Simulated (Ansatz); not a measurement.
BeSe:
```yaml
crystal:
  lattice:
    - [0.00000, 2.54068, 2.54068]
    - [2.54068, 0.00000, 2.54068]
    - [2.54068, 2.54068, 0.00000]
  atoms:
    - { symbol: Be, position: [0.00000, 0.00000, 0.00000] }
    - { symbol: Se, position: [0.75000, 0.75000, 0.75000] }
```

This is the LDA-relaxed structure.

All from DFT-LDA in the program Ansatz with PAW potentials, unless another level is named. Estimate the highest zone-centre frequency (without LO–TO term).

64.7 meV.

Give the Debye temperature from the elastic constants.

463 K.

Space group F-43m (zinc blende). Symmetry was held in the LDA relaxation.

Potentials: the earlier of the program's two PAW sets. The files were generated under PBE; for other functionals the program regenerates the frozen cores, and for LDA and PBEsol the local potential too.
